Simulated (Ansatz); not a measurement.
**What internal relaxation does to the elastic constants of AlCu$_{3}$**

All numbers below come from DFT LDA, scalar-relativistic, plane waves, PAW in Ansatz. Settings: 420 eV plane-wave cutoff, Γ-centred 12×12×8 mesh, Fermi-Dirac smearing of 0.15 eV. No spin polarisation.

Relaxed structure:
```xyz
8
Lattice="5.0835 0.0000 0.0000 -2.5417 4.4024 0.0000 0.0000 0.0000 4.1277" Properties=species:S:1:pos:R:3 pbc="T T T"
Al    2.5417    1.4675    1.0319
Al    0.0000    2.9349    3.0958
Cu    1.2594    0.7271    3.0958
Cu    3.8240    0.7271    3.0958
Cu    2.5417    2.9482    3.0958
Cu    1.2823    3.6753    1.0319
Cu   -1.2823    3.6753    1.0319
Cu    0.0000    1.4542    1.0319
```

In a metal, frequencies and elastic constants depend on the k mesh and the smearing, soft modes and shear constants most.

Clamped-ion constants (GPa, Voigt order; atoms follow the strain homogeneously):
```
268.9 125.6 103.3   0.0   0.0   0.0
125.6 268.9 103.3   0.0   0.0   0.0
103.3 103.3 304.1   0.0   0.0   0.0
  0.0   0.0   0.0  58.3   0.0   0.0
  0.0   0.0   0.0   0.0  58.3   0.0
  0.0   0.0   0.0   0.0   0.0  71.7
```

Question: What are the constants once the atoms relax in each strained cell?

Answer:
C11 = 247.2, C12 = 146.5, C13 = 103.3, C22 = 247.2, C23 = 103.3, C33 = 304.1, C44 = 58.2, C55 = 58.2, C66 = 50.4 GPa; the others vanish.
The Voigt shear modulus goes from 71.6 to 63.1 GPa and the Voigt bulk modulus from 167.4 to 167.2 GPa. Relaxation subtracts ΛᵀK⁻¹Λ/V, with Λ the forces that a strain puts on the atoms and K the zone-centre force constants. At a stable cell this can only lower the diagonal constants, and it acts only for strains that share their symmetry with an optical mode; elsewhere, and where the coupling is weak, the constants hardly move.

Cost: 2 runs of about 55 core-minutes in all, on Intel Xeon Platinum 8259CL (Skylake/Cascade Lake) (shared hosts).